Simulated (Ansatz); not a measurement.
NaBi:
```yaml
crystal:
  lattice:
    - [3.36482, 0.00000, 0.00000]
    - [0.00000, 3.36482, 0.00000]
    - [0.00000, 0.00000, 4.89939]
  atoms:
    - { symbol: Na, position: [0.50000, 0.50000, 0.50000] }
    - { symbol: Bi, position: [0.00000, 0.00000, 0.00000] }
```

This is the PBEsol-relaxed structure. Tensor components refer to the Cartesian frame of this cell.

### Question
All from DFT-PBEsol in the program Ansatz with PAW potentials, unless another level is named. Give the Debye temperature from the elastic constants.

### Answer
164 K.

### Question
What about the highest zone-centre frequency?

### Answer
161 cm^-1.

### Question
Predict the elastic constants (relaxed ions, GPa).

### Answer
C11 = 78.9, C12 = 18.1, C13 = 14.3, C33 = 51.1, C44 = 11.7, C66 = 8.5.

Space group P4/mmm (L1₀ or tetragonal B2). The first step of the workflow began from a Materials Project structure, measured or hypothetical; the Crystallography Open Database copy checked does not list it. With Na and Bi taken as one species the cell has the higher symmetry Fm-3m, so it may be an ordered model of a mixed-site phase. Whether it is the stable phase at ambient conditions was not checked. The PBEsol relaxation kept the symmetry of its start; of distortions, only those at the zone centre were tested. As this level gives no gap, shear constants depend on the k-mesh and smearing (Fermi–Dirac, 0.1 eV here). As this level gives no gap, phonon frequencies hold no LO–TO term and depend on the k-mesh and smearing (Fermi–Dirac, 0.1 eV here). On the denser mesh and wider smearing of the elastic run this cell carries a stress of 0.4 GPa. Scalar-relativistic: spin–orbit coupling is off unless named, which matters more the heavier the elements.

Potentials: the later of the program's two PAW sets.
